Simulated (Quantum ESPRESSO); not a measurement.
## Calculated data, Zn₄Se₃F (made-up cell)

All values are calculated (Quantum ESPRESSO 7.5). Calculation on a made-up crystal cell, not a measurement: periodic Kohn-Sham density functional theory in plane waves with PseudoDojo standard norm-conserving scalar-relativistic pseudopotentials, each functional with its own files (v0.5 for PBE, v0.4.1 for LDA and PBEsol), no spin polarisation, no spin-orbit coupling, atoms not relaxed, stress positive in tension, energies less a fixed whole-eV offset for each atom's element; levels are Kohn-Sham levels at fractions of this cell's reciprocal vectors, counted from the reference band (half the neutral cell's valence electrons, rounded up) at Gamma; error bars cover cutoff and k-mesh only, not smearing or the files; added strain carries the atoms with the cell, and shear is the tensor component; each bar is the largest change over components, and at least 0.002 eV, 0.002 eV per angstrom or 0.02 GPa; energies are for the whole cell, and the offsets were chosen from early runs and are not element reference energies.

Common to all runs: lattice type wurtzite; functional pbe; cutoff 1170 eV; fermi dirac smearing 0.1 eV; scf tolerance 1e-07 eV; electrons removed 0; k mesh 7 x 6 x 6, shifted by half a step.

(1) Zn₄Se₃F (made-up cell)

```
cell vectors (Å)
   3.8855     0.0000     0.0000
   0.0000     6.7300     0.0000
   0.0000     0.0000     6.3451
atoms (fractions of the cell vectors)
Zn -0.02597 -0.00003 -0.00370
Zn  0.51831  0.51184  0.00158
Zn  0.49512  0.15565  0.48811
Zn -0.04283  0.65629  0.50121
Se -0.01534  0.01037  0.36657
F   0.47731  0.50091  0.38504
Se  0.50367  0.16768  0.87546
Se  0.00188  0.67844  0.88125
```

It finds free energy less offsets 0.7689 eV; smearing term minus ts -0.05374 eV; scf iterations 11; pressure 6.386 GPa; stress xx -7.689 GPa; stress yy -5.648 GPa; stress zz -5.823 GPa; stress yz -0.5924 GPa; stress xz 0.06059 GPa; stress xy 1.125 GPa; fermi level 1.91 eV; reference band 68; error bar energy 0.003403 eV; error bar stress 0.02 GPa; error bar force 0.005463 eV/Å; error bar next band up 0.002 eV; error bar fermi level 0.006341 eV; error bars from tighter rerun of a related cell.

Atoms:
```tsv
atoms element	atom site	atom energy offset (eV)
Zn	1	-5687
Zn	2	-5687
Zn	3	-5687
Zn	4	-5687
Se	5	-3300
F	6	-677
Se	7	-3300
Se	8	-3300
```

Forces:
```tsv
site	x (eV/Å)	y (eV/Å)	z (eV/Å)
1	0.8569	0.5928	0.1305
2	-0.5415	-0.5605	0.8836
3	-0.4671	1.332	0.5446
4	0.02273	-0.5554	-0.8953
5	0.5092	-0.6662	0.1773
6	0.05849	-0.08376	-0.1306
7	-1.015	0.8447	-0.4601
8	0.5761	-0.9032	-0.25
```

Levels:
```tsv
level k point	next band up (eV)
Gamma	2.326
(1/2,1/2,1/2)	2.566
(0.15,0,0)	3.125
(0,0.15,0)	2.677
(0,0,0.15)	2.28
```

(2) Zn₄Se₃F (made-up cell)

```
cell vectors (Å)
   3.8855     0.0000     0.0000
   0.0000     6.7300     0.0000
   0.0000     0.0000     6.3451
atoms (fractions of the cell vectors)
Zn -0.02597 -0.00003 -0.00370
Zn  0.51831  0.51184  0.00158
Zn  0.49512  0.15565  0.48811
Zn -0.04283  0.65629  0.50121
Se -0.01534  0.01037  0.36657
Se  0.47731  0.50091  0.38504
F   0.50367  0.16768  0.87546
Se  0.00188  0.67844  0.88125
```

The calculation gives: free energy less offsets 0.9433 eV; smearing term minus ts -0.05779 eV; scf iterations 11; pressure 6.767 GPa; stress xx -8.518 GPa; stress yy -6.001 GPa; stress zz -5.782 GPa; stress yz -1.847 GPa; stress xz 0.1912 GPa; stress xy -0.6725 GPa; fermi level 1.867 eV; reference band 68; error bar energy 0.003403 eV; error bar stress 0.02 GPa; error bar force 0.005463 eV/Å; error bar next band up 0.002 eV; error bar fermi level 0.006341 eV; error bars from tighter rerun of a related cell.

Atoms:
```tsv
atoms element	atom site	atom energy offset (eV)
Zn	1	-5687
Zn	2	-5687
Zn	3	-5687
Zn	4	-5687
Se	5	-3300
Se	6	-3300
F	7	-677
Se	8	-3300
```

Forces:
```tsv
site	x (eV/Å)	y (eV/Å)	z (eV/Å)
1	-0.1163	1.825	-0.8101
2	-0.5203	-1.092	0.05057
3	-0.4382	0.6399	1.301
4	0.805	0.9496	0.3364
5	0.4475	-0.9972	0.3857
6	-0.7565	-0.5314	-0.5213
7	0.06062	-0.002578	-0.08982
8	0.5182	-0.7912	-0.6526
```

Levels:
```tsv
level k point	next band up (eV)
Gamma	2.107
(1/2,1/2,1/2)	2.575
(0.15,0,0)	2.95
(0,0.15,0)	2.458
(0,0,0.15)	2.101
```
